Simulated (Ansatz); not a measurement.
Computed with DFT PBE, scalar-relativistic, plane waves, PAW in Ansatz 0.2.0. All cells share a 420 eV cutoff and Γ-centred k meshes spaced at most about 0.3 Å⁻¹ (2π included). No spin polarisation in the final relaxations.

Temperature and zero-point effects are left out.

Two relaxed structures of NaBI4:

1.

```
Na B I
1.0
     7.15215    0.00000    0.00000
     3.08726    6.45594    0.00000
     1.36074    0.80369   11.52927
Na B I
2 2 8
Direct
  0.00671 0.01064 0.05064
  0.48590 0.49521 0.45019
  0.45841 0.45789 0.01524
  0.03983 0.04413 0.48465
  0.24419 0.85463 0.62773
  0.58221 0.28772 0.18719
  0.65004 0.25088 0.87263
  0.21380 0.91859 0.31297
  0.11974 0.52420 0.01520
  0.73640 0.01212 0.51126
  0.48994 0.76126 0.98738
  0.97282 0.38272 0.48492
```

2.

```
Na B I
1.0
    -4.21261    4.21261    3.86687
     4.21261   -4.21261    3.86687
     4.21261    4.21261   -3.86687
Na B I
1 1 4
Direct
  0.00000 0.00000 0.00000
  0.50000 0.50000 0.00000
  0.17487 0.17487 0.69095
  0.48392 0.48392 0.30905
  0.82513 0.51608 0.00000
  0.51608 0.82513 0.00000
```

**Question.** Which is lower in energy, and by how much?

**Answer.** Cell 1 is lower, by 5 meV/atom. Cell 1 has space group P1 (No. 1), 44.4 Å³/atom and a gap of 3.07 eV on its mesh; cell 2 has space group I-42m (No. 121), 45.7 Å³/atom and a gap of 2.76 eV. Counting I atoms around B and Na (those within 1.25 times the shortest such distance or 1.15 times the sum of covalent radii, 1.27 where that leaves under three), cell 1 has Na 5, B 4 and cell 2 has Na 4, B 4. Both come from invented guesses.

No dispersion correction is applied, so the spacing and binding between layers, chains or molecules are poorly described (P1, I-42m), and this can change margins and order among such cells. These runs have no spin–orbit coupling, which can matter for I. Kohn–Sham gaps at this level usually fall short of measured ones. The missing spin–orbit coupling can work the other way here. Cells relaxed within their symmetry can be saddle points. The P1 cell of NaBI4 came from shaking the I-42m one.
